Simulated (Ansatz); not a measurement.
Space group Pm-3m (No. 221). a = 3.942 Å, b = 3.942 Å, c = 3.942 Å, α = 90.00°, β = 90.00°, γ = 90.00°
```json
{"atom": "Hf", "site": "1a", "symmetry": "m-3m", "x": "0.0000", "y": "0.0000", "z": "0.0000"}
{"atom": "Ir", "site": "3c", "symmetry": "4/mm.m", "x": "0.0000", "y": "0.5000", "z": "0.5000"}
```

Equation of state of this HfIr3 structure (not necessarily the ground state), with shape and atoms relaxed at each volume where symmetry leaves them free. It has no gap at any of these volumes. Theory: Ansatz, DFT r2SCAN, scalar-relativistic, plane waves, PAW.

Settings: cutoff 500 eV, Γ-centred mesh 12×12×12 on the computed 4-atom cell, Gaussian smearing of 0.10 eV; no spin polarisation.

| V (Å³/atom) | E − E(largest V) (meV/atom) | P (GPa) |
| --- | --- | --- |
| 14.397 | 11.77 | 21.44 |
| 14.856 | -32.54 | 9.81 |
| 15.316 | -46.18 | 0.01 |
| 15.775 | -33.98 | -8.26 |
| 16.235 | 0.00 | -15.21 |

Problem. Fit a third-order Birch–Murnaghan equation to E(V).

Solution. V0 = 15.32 Å³/atom, B0 = 300 GPa, B0' = 4.7.

Spin-orbit coupling is left out, which matters for the bands of heavy elements.

Cost: 5 runs of about 4.7 core-minutes in all, on Arm Neoverse V1 (shared hosts).